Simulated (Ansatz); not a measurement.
# Piezoelectric tensor of YP

Level of theory: DFT PBEsol, spin-orbit coupling, plane waves, PAW (Ansatz). Settings: 420 eV plane-wave cutoff, Γ-centred 8×8×8 mesh, fixed occupations. Spin–orbit coupling included, no magnetic order.

The cell is fixed (symmetry leaves no force on the atoms) and stands under 0.0 GPa:
```
CELL_PARAMETERS angstrom
0.00000 3.11240 3.11240
3.11240 0.00000 3.11240
3.11240 3.11240 0.00000
ATOMIC_POSITIONS crystal
Y 0.00000 0.00000 0.00000
P 0.25000 0.25000 0.25000
```

The cell is the ideal cubic zincblende prototype; whether it is the stable structure of this composition wasn't checked.

Problem. Give the relaxed-ion proper piezoelectric stress tensor e_iJ (C/m², Voigt columns xx yy zz yz xz xy).

Solution.
```
x   0.000 0.000 0.000 0.244 0.000 0.000
y   0.000 0.000 0.000 0.000 0.244 0.000
z   0.000 0.000 0.000 0.000 0.000 0.244
```
Signs follow the orientation of the cell as given.

Problem. With the elastic constants (GPa, Voigt order)
C11 = 62.6, C12 = 57.0, C13 = 57.0, C22 = 62.6, C23 = 57.0, C33 = 62.6, C44 = 11.4, C55 = 11.4, C66 = 11.4 GPa; the others vanish.
find the strain coefficients d = e·C⁻¹ (pC/N).

Solution.
```
x    0.0  0.0  0.0 21.4  0.0  0.0
y    0.0  0.0  0.0  0.0 21.4  0.0
z    0.0  0.0  0.0  0.0  0.0 21.4
```

Cost: 1 run of about 11 core-minutes, on Intel Xeon Processor @ 2.50GHz (Skylake/Cascade Lake) (shared hosts).